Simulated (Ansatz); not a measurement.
AlCr2C:
```xyz
8
Lattice="2.8125 0.0000 0.0000 -1.4063 2.4357 0.0000 0.0000 0.0000 12.5949" Properties=species:S:1:pos:R:3 pbc="T T T"
Al     1.4063     0.8119     3.1487
Al     0.0000     1.6238     9.4462
Cr     0.0000     1.6238     5.2353
Cr     1.4063     0.8119     7.3596
Cr     1.4063     0.8119    11.5328
Cr     0.0000     1.6238     1.0621
C      0.0000     0.0000     6.2974
C      0.0000     0.0000     0.0000
```

Relaxed with PBEsol. Special points in fractions of this cell's reciprocal vectors: Γ (0.000, 0.000, 0.000); M (0.500, 0.000, 0.000); K (0.333, 0.333, 0.000); A (0.000, 0.000, 0.500); L (0.500, 0.000, 0.500); H (0.333, 0.333, 0.500).

Problem. List the band energies nearest the Fermi level at these points for DFT-PBEsol in the program Ansatz with PAW potentials.

Solution. In eV from the Fermi level; about four levels below and three above (degenerate sets whole), none deeper than 8.9 eV; points with the same levels are listed once.

```json
[
 {"k": "Γ", "below": "-0.22 -0.22 -0.20 -0.20", "above": "0.61 0.61 0.66 0.66"},
 {"k": "M", "below": "-3.28 -3.21 -2.08 -2.04", "above": "0.11 0.32 0.41"},
 {"k": "K", "below": "-2.26 -2.26 -1.99 -0.85", "above": "0.36 0.36 0.71 0.71"},
 {"k": "A", "below": "-0.21 -0.21 -0.21 -0.21", "above": "0.63 0.63 0.63 0.63"},
 {"k": "L", "below": "-3.21 -3.21 -2.05 -2.05", "above": "0.27 0.27 0.37 0.37"},
 {"k": "H", "below": "-2.11 -2.11 -1.35 -1.35", "above": "0.29 0.29 0.82 0.82"}
]
```

Space group P6_3/mmc. Symmetry was held in the PBEsol relaxation. The run is not spin-polarised.

Potentials: the earlier of the program's two PAW sets. The files were generated under PBE; for other functionals the program regenerates the frozen cores, and for LDA and PBEsol the local potential too.
